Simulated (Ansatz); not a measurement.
CaF2 (fluorite, Fm-3m), PBE in the plane-wave PAW code Ansatz. The conduction-band minimum lies at Γ, with 1 equivalent valley. Second derivatives d²E/dk² of the lowest band at one valley (eV·Å²), along Cartesian directions:

| direction | d²E/dk² |
|---|---|
| [100] | 13.84 |
| [010] | 13.84 |
| [001] | 13.84 |
| [110] | 13.84 |
| [101] | 13.84 |
| [011] | 13.84 |

**Question.** Find the principal effective masses, the density-of-states mass and the conductivity mass.

**Answer.** Off-diagonal terms follow from H_xy = H[110] − (H_xx + H_yy)/2, and m*/mₑ = 7.620 eV·Å² over each eigenvalue: 0.55, 0.55, 0.55. One valley's DOS mass (m₁m₂m₃)^(1/3) = 0.55, conductivity mass 3/(Σ 1/mᵢ) = 0.55 mₑ.

**Question.** What effective density of states Nc follows at 300 K for parabolic valleys?

**Answer.** Nc = 2.509e19 × 1 × (0.55)^(3/2) ≈ 1.0e19 cm⁻³.

Symmetry was held in the PBE relaxation.

Potentials: the earlier of the program's two PAW sets.

Edges and masses are those of Kohn–Sham bands, whose gap is no quasiparticle gap.
